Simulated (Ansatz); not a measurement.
SiO₂ in space group P6_322 (No. 182; Si on 4f, O on 6g, O on 2c), DFT-LDA in the program Ansatz with PAW potentials. The conduction-band minimum lies at Γ, with 1 equivalent valley. Second derivatives d²E/dk² of the lowest band at one valley (eV·Å²), along Cartesian directions:

| direction | d²E/dk² |
|---|---|
| [100] | 13.24 |
| [010] | 13.24 |
| [001] | 13.32 |
| [110] | 13.24 |
| [101] | 13.28 |
| [011] | 13.28 |

Find the principal effective masses, the density-of-states mass and the conductivity mass.

Off-diagonal terms follow from H_xy = H[110] − (H_xx + H_yy)/2, and m*/mₑ = 7.620 eV·Å² over each eigenvalue: 0.57, 0.58, 0.58. One valley's DOS mass (m₁m₂m₃)^(1/3) = 0.57, conductivity mass 3/(Σ 1/mᵢ) = 0.57 mₑ.

What effective density of states Nc follows at 300 K for parabolic valleys?

Nc = 2.509e19 × 1 × (0.57)^(3/2) ≈ 1.1e19 cm⁻³.

The workflow started from a Materials Project entry (that database holds measured and hypothetical structures alike); the Crystallography Open Database copy checked does not list it. It is not the phase usual at ambient conditions (space group No. 92, 152, 154). Symmetry was held in the LDA relaxation. At this level the phase is dynamically unstable (imaginary phonons).

Potentials: the later of the program's two PAW sets.

Edges and masses are those of Kohn–Sham bands, whose gap is no quasiparticle gap.
